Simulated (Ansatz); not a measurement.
## TiCo3: do energies and stresses tell the same story?

Level of theory: DFT r2SCAN, scalar-relativistic, plane waves, PAW in Ansatz.

Cutoff 500 eV; k points 12×12×12 on the computed 4-atom cell (Γ-centred); Gaussian smearing, width 0.10 eV; collinear spin from starting moments -0.7 1.46 1.46 1.46 μB.

Relaxed cell: Pm-3m, a = 3.587 Å, b = 3.587 Å, c = 3.587 Å, α = 90.00°, β = 90.00°, γ = 90.00°, 4 atoms in the primitive cell. Whether it is the stable form of this composition wasn't checked.

Energies at zero smearing and pressures from the stress tensor, at volumes with shape and atoms relaxed:
| V (Å³/atom) | E − E(first) (meV/atom) | P (GPa) |
| --- | --- | --- |
| 10.152 | 0.00 | 34.55 |
| 10.498 | -62.74 | 23.76 |
| 10.845 | -103.82 | 14.50 |
| 11.191 | -126.34 | 6.64 |
| 11.537 | -133.30 | 0.04 |
| 11.883 | -127.19 | -5.50 |
| 12.229 | -110.23 | -10.07 |
| 12.690 | -74.19 | -14.82 |

Task: Check P = −dE/dV between neighbouring volumes, and get the bulk modulus from the pressures alone.

Result: With 1 eV/Å³ = 160.2 GPa:
| middle V (Å³/atom) | −ΔE/ΔV (GPa) | mean P (GPa) |
| --- | --- | --- |
| 10.325 | 29.045 | 29.152 |
| 10.672 | 19.017 | 19.127 |
| 11.018 | 10.423 | 10.570 |
| 11.364 | 3.222 | 3.340 |
| 11.710 | -2.827 | -2.730 |
| 12.056 | -7.853 | -7.783 |
| 12.460 | -12.513 | -12.443 |

The two differ by 0.15 GPa at most. The mean of two end pressures misses the average over a step by about ΔV² P″/12, up to 0.14 GPa here; with that taken off 0.05 GPa remains. The stress is the derivative of the free energy, not of the energy at zero smearing, and with free energies 0.01 GPa remains. The largest site moment goes from 1.20 to 1.43 μB along the series, which bends P(V). Around V = 11.537 Å³/atom, the two neighbours give B = −V ΔP/ΔV = 11.537 × 12.14 / 0.692 = 202.4 GPa, against B0 = 199.0 GPa from the Birch–Murnaghan fit of the energies.

The state reached may not be the lowest one.

Only this magnetic start was tried.

Cost: 9 runs of about 32 core-minutes in all, on Intel Xeon Processor @ 2.50GHz (Skylake/Cascade Lake) (shared hosts).